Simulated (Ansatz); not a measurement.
# SnWO4: levels and charges under dearer methods

A database entry relaxed whole under r2SCAN at zero pressure (Pnna, No. 52):

```yaml
crystal:
  lattice:
    - [5.63003, 0.00000, 0.00000]
    - [0.00000, 11.71383, 0.00000]
    - [0.00000, 0.00000, 5.01796]
  atoms:
    - { symbol: Sn, position: [0.25000, 0.00000, 0.21313] }
    - { symbol: Sn, position: [0.25000, 0.50000, 0.28687] }
    - { symbol: Sn, position: [0.75000, 0.00000, 0.78687] }
    - { symbol: Sn, position: [0.75000, 0.50000, 0.71313] }
    - { symbol: W, position: [0.66202, 0.25000, 0.25000] }
    - { symbol: W, position: [0.83798, 0.75000, 0.25000] }
    - { symbol: W, position: [0.33798, 0.75000, 0.75000] }
    - { symbol: W, position: [0.16202, 0.25000, 0.75000] }
    - { symbol: O, position: [0.36909, 0.29641, 0.99887] }
    - { symbol: O, position: [0.13091, 0.70359, 0.99887] }
    - { symbol: O, position: [0.36909, 0.20359, 0.50113] }
    - { symbol: O, position: [0.13091, 0.79641, 0.50113] }
    - { symbol: O, position: [0.63091, 0.70359, 0.00113] }
    - { symbol: O, position: [0.86909, 0.29641, 0.00113] }
    - { symbol: O, position: [0.63091, 0.79641, 0.49887] }
    - { symbol: O, position: [0.86909, 0.20359, 0.49887] }
    - { symbol: O, position: [0.09668, 0.39508, 0.60121] }
    - { symbol: O, position: [0.40332, 0.60492, 0.60121] }
    - { symbol: O, position: [0.09668, 0.10492, 0.89879] }
    - { symbol: O, position: [0.40332, 0.89508, 0.89879] }
    - { symbol: O, position: [0.90332, 0.60492, 0.39879] }
    - { symbol: O, position: [0.59668, 0.39508, 0.39879] }
    - { symbol: O, position: [0.90332, 0.89508, 0.10121] }
    - { symbol: O, position: [0.59668, 0.10492, 0.10121] }
```

Its volume is 13.79 Å³ an atom, +1.0 % against the entry's 13.65, a cell as deposited in COD (1974).

Single points on this cell with plane-wave PAW DFT (Ansatz 0.2.0; r2SCAN 500 eV, hybrids 420 eV; fermi-dirac occupations of width 0.020 eV; no moments): r2SCAN on a 6×2×6 Γ-centred mesh; r2SCAN with spin-orbit coupling on a 4×2×4 Γ-centred mesh; HSE06 on a 2×2×4 Γ-centred mesh; PBE0 on a 2×2×4 Γ-centred mesh.

**Question.** What does each level give for gap and charges?

**Answer.** The runs give:

| level | gap (eV), or kind | pressure (GPa) | Bader charge of Sn (e) | Bader charge of W (e) | Bader charge of O (e) |
| --- | --- | --- | --- | --- | --- |
| r2SCAN | 1.56 | 0.0 | +1.54 | +3.12 | -1.16 |
| r2SCAN with spin-orbit coupling | 1.50 | -0.2 | +1.54 | +3.12 | -1.16 |
| HSE06 | its mesh misses the band edges | -1.3 | +1.56 | +3.19 | -1.19 |
| PBE0 | its mesh misses the band edges | -1.3 | +1.56 | +3.20 | -1.19 |

Under r2SCAN the gap is 1.56 eV, over mesh and band path. Spin-orbit coupling moves the r2SCAN gap by -0.06 eV. The charge on W goes from +3.12 to +3.19 e under HSE06.

Caveats: the relaxation kept the start's symmetry; hybrid pressures are good to a few tenths of a GPa; pressure is positive in compression.
